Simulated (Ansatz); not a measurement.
# K: single run (Ansatz)

The input file (Ansatz 0.2.0, plane waves):

```yaml
crystal:
  lattice:
    - [-2.610577, 2.610577, 2.610577]
    - [2.610577, -2.610577, 2.610577]
    - [2.610577, 2.610577, -2.610577]
  atoms:
    - { symbol: K, position: [0.0, 0.0, 0.0] }
  symmetry: { tolerance: 0.0003 }
kpoints:
  mp_grid: { grid: [5, 5, 5], shift: [0, 0, 0] }
magnetization:
  spin_polarized: false
scf:
  occupations: { method: fermi_dirac }
  mixing: { preconditioner: resta }
hamiltonian:
  pseudopotentials: { kind: paw }
  xc: r2scan
basis:
  ecutwfc: 500
output:
  forces: true
  stress: true
  eigenvalues: true
```

The command:

```bash
ansatz run input.yaml --threads 1 --pin off --max-ram 2560MiB --backend cpu --events-out ev --progress --plain --runs-dir out
```

Origin of the cell: a database entry, scaled a little.

The smearing width isn't typed, so it takes its default of 0.1 eV.

Output (shortened):

```
Pseudopotentials: kind: paw
Pseudopotential: K, paw, valence charge 9, recommended cutoff 500 eV (meta_gga), K.paw.azcp
Functional definition: r2SCAN
  exchange = r2scan_x(k0 = k0, k1 = k1, a1 = a1)
  correlation = r2scan_c
Crystal: 1 atoms, lattice volume = 71.166 Å³
Basis set: ecut = 500 eV, 1865 PW (Γ), exchange–correlation on 144×144×144 points (64 copies of the dense FFT grid, shifted against one another)
Bands: 9, of which v1, the nominal top of the filled ones, is band 5 counted from 1 (4 counted from 0)
Symmetry: 48 space group operations
Space group: Im-3m (ITA 229), of the structure as read, at distance tolerance 1.2e-3 Å
k-points: 10 of 125
[… 3 lines left out …]
Initial density: superposition of atomic densities (neutral atoms: chi_scale 0, normalization atom), corrected by the library's trained network
Functional: x = r2scan, c = r2scan; τ floored in thin density (d = 2e-4 eV/Å³)
SCF iter   1: F=—  HF=-1542.491043 eV  Δρ=2.26e-3  dr2=1.39e-3  dr2_τ=1.43e-4
SCF iter   2: F=—  HF=-1542.491659 eV  Δρ=1.06e-3  dr2=2.67e-4  dr2_τ=2.39e-5
SCF iter   3: F=—  HF=-1542.492087 eV  Δρ=1.99e-4  dr2=1.87e-5  dr2_τ=5.27e-6
SCF iter   4: F=—  HF=-1542.492122 eV  Δρ=3.28e-5  dr2=5.52e-7  dr2_τ=3.77e-8
SCF iter   5: F=-1542.492122 eV  HF=-1542.492122 eV  Δρ=2.50e-6  dr2=2.97e-9  dr2_τ=5.23e-10
SCF iter   6: F=-1542.492122 eV  HF=-1542.492122 eV  Δρ=3.51e-7  dr2=8.22e-11  dr2_τ=1.39e-11
SCF 1 converged in 6 iterations: F = -1542.492122 eV  dr2 = 8.22e-11
SCF converged after 6 iterations
Free energy (F): -1542.492122 eV
Harris-Foulkes:  -1542.492122 eV  (|F-HF|=1.07e-10)
Internal energy: -1542.464949 eV  (E = F + TS)
E sigma→0 (E₀):  -1542.478536 eV
Entropy (-TS):   -0.027173 eV (-27.173 meV/atom)
Fermi energy:    1.960529 eV
--- Per-component energies (eV) ---
  E_band       = -148.025495
  E_kinetic    = 252.334613
  E_local      = -746.376762  (includes V_loc(G=0)·N_el)
  E_nonlocal   = 12.806944
  E_hartree    = 265.677085
  E_xc         = -132.308720
  E_vxc        = -184.109015  (∫ρ·V_xc dr)
  E_paw        = -787.911576  (= ΣΔE_a)
  E_vpaw       = -25.192451  (= ΣTr[D̂ρ^β])
  E_aug_tail   = -0.000002  (compensation charges beyond the density's cutoff)
  E_vtau       = 11.157228  (kinetic-family band-sum trace: ∫τ·v_τ [+ j·A + Jᵃ·Aᵃ] dr)
  E_ewald      = -406.490346
  E_core_change = -0.196185  (= ΣΔE_core)
  E_smearing   = -0.027173  (= −TS)
  Σ components = -1542.492122   (vs F -1542.492122, Δ=0.00e0)
--- Forces (eV/Å), atoms counted from 1 ---
  atom   1  K     -0.000000    -0.000000    -0.000000
  max |Σ_I F_I| component: 0.0 eV/Å
--- Stress (GPa, compression-positive) ---
        0.281150      -0.000000       0.000000
       -0.000000       0.281150       0.000000
       -0.000000      -0.000000       0.281150
  P = ⅓ Tr σ = 0.2811 GPa (2.811 kbar)
```

Caveats: no moments, though an odd count or open d shells may carry them; the k mesh is coarse if the cell is a metal.

Time: 2.2 s on 1 thread of Arm Neoverse V1 (shared host), peak memory 0.46 GiB, from the program's own first density.
